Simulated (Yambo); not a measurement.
## Convergence of the G0W0 gap of MoSe₂

G0W0@PBE for MoSe₂ (space group P6_3/mmc, No. 194) in Yambo. Reference settings: 3×3×1 Γ-centred k mesh, bands 39 to 394 and a 12 Ry block in the screening, 394 bands in G with the Bruneval-Gonze terminator, plasmon pole fitted at 27.2 eV. The PBE gap Γ → K on this mesh is 1.17 eV; G0W0 gaps are taken between the same points.

```csv
change from the reference,G0W0 gap Γ → K (eV),shift of the valence edge (eV),rough Yambo cost
reference settings,1.63,-0.03,1
227 bands in G,1.63,-0.03,–
"227 bands in W, 227 bands in G",1.63,0.06,within a factor of two
7 Ry block,1.62,0.05,within a factor of two
no terminator,1.66,0.08,–
```

The reference isn't shown to be the converged limit. Costs are rough (shared machines), scaled to the same edge states, and given only for runs that recompute the screening. The mesh misses a band edge: along a dense path the PBE gap is 0.74 eV against 1.17 eV on the mesh.

Spin-orbit splittings are left out.

Geometry relaxed with PBE+D3(BJ); primitive cell a = 3.2783 Å, b = 3.2783 Å, c = 12.7241 Å, α = 90.00°, β = 90.00°, γ = 120.00°.

A shift is the quasiparticle energy of the state minus its PBE energy.

The potentials are those of PseudoDojo's stringent table.
